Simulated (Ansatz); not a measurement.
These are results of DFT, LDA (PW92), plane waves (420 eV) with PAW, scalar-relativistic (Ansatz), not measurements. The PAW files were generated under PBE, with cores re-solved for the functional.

An element in the simple cubic structure gives this curve. The cell is scaled uniformly from the relaxed one, with fractional coordinates and shape fixed. Energies are extrapolated to zero smearing, pressures are those at the given smearing. Magnetic state: spin not included.

```tsv
V (Å³/atom)	E − E₀ (meV/atom)	P (GPa)
21.337	79.5	10.32
22.306	31.3	5.81
23.276	6.8	2.44
24.246	0.0	-0.05
25.216	6.1	-1.87
26.186	21.7	-3.17
27.156	43.9	-4.07
```

Problem. Which element is it?
A. cadmium
B. indium
C. scandium
D. mercury

Solution. D. Its fit is V₀ = 24.22 Å³/atom, B₀ = 53 GPa, B₀′ = 6.8.
